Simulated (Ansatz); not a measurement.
Relaxed-ion elastic tensor of RuW (rock salt, space group No. 225) in GPa (Voigt order), PBEsol (plane waves, PAW; program Ansatz); density 14.48 g/cm³, 16.34 Å³ per atom.

|  | 1 | 2 | 3 | 4 | 5 | 6 |
|---|---|---|---|---|---|---|
| 1 | 384 | 190 | 190 | 0.0 | 0.0 | 0.0 |
| 2 | 190 | 384 | 190 | 0.0 | 0.0 | 0.0 |
| 3 | 190 | 190 | 384 | 0.0 | 0.0 | 0.0 |
| 4 | 0.0 | 0.0 | 0.0 | -28.9 | 0.0 | 0.0 |
| 5 | 0.0 | 0.0 | 0.0 | 0.0 | -28.9 | 0.0 |
| 6 | 0.0 | 0.0 | 0.0 | 0.0 | 0.0 | -28.9 |

Question: Is the crystal mechanically stable?

Answer: No: the smallest eigenvalue of C is -28.9 GPa.

Space group Fm-3m (rock salt). The start of the workflow was typed in or built on a structure type; neither database checked (COD, Materials Project) lists it. Its standing as an ambient phase is unchecked. The PBEsol relaxation kept the symmetry of its start. At this level the phase is mechanically unstable. No spin polarisation was allowed. Its formation energy is positive at this level, so the cell may be metastable or incomplete. As this level gives no gap, shear constants depend on the k-mesh and smearing (Fermi–Dirac, 0.1 eV here). Spin–orbit coupling is left out wherever it is not named.

Potentials: the earlier of the program's two PAW sets. The files were generated under PBE; for other functionals the program regenerates the frozen cores, and for LDA and PBEsol the local potential too.
